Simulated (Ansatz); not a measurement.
# Slab of hcp Pd (10-10), 2 layers

The slab is cut from the hcp crystal, which needn't be the stable phase, as relaxed on PAW files (14.24 Å³/atom), with 16 Å of vacuum and a dipole correction:

```
Pd
1.0
     2.70183    0.00000    0.00000
     0.00000    4.50401    0.00000
     0.00000    0.00000   16.78000
Pd
2
Direct
  0.75000 0.75000 0.47676
  0.25000 0.25000 0.52324
```

Level of theory: DFT with LDA, scalar-relativistic, in Ansatz 0.2.0; a Γ-centred 12×7×1 k mesh, Fermi–Dirac smearing of 0.1 eV, no spin polarisation. LAPW: all electrons, basis error target 1 meV/atom; PAW: frozen-core files, cutoff 420 eV.

The bulk energy comes from a cell in the slab's orientation on a 12×7×7 mesh. The surface energy is (E(slab) − N·E(bulk))/2A at zero smearing, the mean of both faces; thin slabs carry quantum-size effects.

The PAW files were made under PBE. The cell is 1×1, so reconstructions are forbidden, and in slabs of four or five layers the relaxations can be far larger than at a real surface.

Question: As cut, the LAPW slab lies 2.938 eV above 2 atoms of bulk. What surface energy is that?

Answer: Over two faces of 12.17 Å² it is 120.7 meV/Å², and times 16.02 J/m² per eV/Å² that gives γ = 1.934 J/m².

Question: What do relaxation and the other method give, and what work function comes out?

Answer: 

```csv
method,γ as cut (J/m²),γ relaxed (J/m²),Φ as cut (eV),Φ relaxed (eV)
LAPW,1.934,1.854,6.02,6.32
PAW,1.935,1.857,6.02,6.32
```

Question: How do the spacings between the planes relax?

Answer: From the bottom face up: d12 -47.5 % of 0.780 Å.

Question: What changes if the vacuum is set to 13 Å?

Answer: LAPW then gives: no gap, work function 6.32 eV; PAW: no gap, work function 6.32 eV.

Question: What changes if the images along the normal are cut off in place of the dipole correction?

Answer: LAPW then gives: no gap, work function 6.32 eV; PAW: no gap, work function 6.32 eV.
